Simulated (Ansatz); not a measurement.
SnO (litharge type, space group P4/nmm)

```
SnO
1.0
    3.79339     0.00000     0.00000
    0.00000     3.79339     0.00000
    0.00000     0.00000     4.76431
Sn O
2 2
Direct
  0.50000   0.00000   0.24059
  0.00000   0.50000   0.75941
  0.00000   0.00000   0.00000
  0.50000   0.50000   0.00000
```

Grid over V/V₀ and (c/a)/(c/a)₀, subscript 0 meaning the relaxed cell; the conventional c axis lies along z; no internal relaxation.

Level of theory: r2SCAN+rVV10 (plane waves to 500 eV, PAW, scalar-relativistic; Ansatz, a first-principles code). k mesh 9×9×7 (Γ-centred), Fermi-Dirac smearing 0.05 eV. Energies are smeared free energies. As the atoms are clamped, bonds stretch with the cell, which overstates energies and stresses. With partly filled bands, the response to shear is sensitive to the k mesh, so small differences along c/a are uncertain. At this level the bands of SnO touch or barely overlap; measurements give the solid a gap. SnO was relaxed with its symmetry unable to fall. ΔE is measured from the relaxed starting cell.

**Question.** Estimate the ΔE (meV/atom) for all points of the grid V/V₀ = 0.960, 0.973, 0.987, 1.000, 1.013, 1.027, 1.040 by (c/a)/(c/a)₀ = 0.880, 0.920, 0.960, 1.000, 1.040, 1.080, 1.120.

**Answer.** ΔE (meV/atom), with V/V₀ across and (c/a)/(c/a)₀ down:

```csv
(c/a)/(c/a)₀ \ V/V₀,0.960,0.973,0.987,1.000,1.013,1.027,1.040
0.880,43,41,42,44,48,54,61
0.920,22,19,18,19,22,27,34
0.960,11,7,5,5,7,10,16
1.000,9,4,1,0,1,4,8
1.040,17,11,7,5,5,7,10
1.080,34,26,21,19,18,19,22
1.120,59,51,45,42,40,41,43
```

(A scan under strain: stresses follow from slopes of the energy per volume, elastic moduli from its curvatures.)
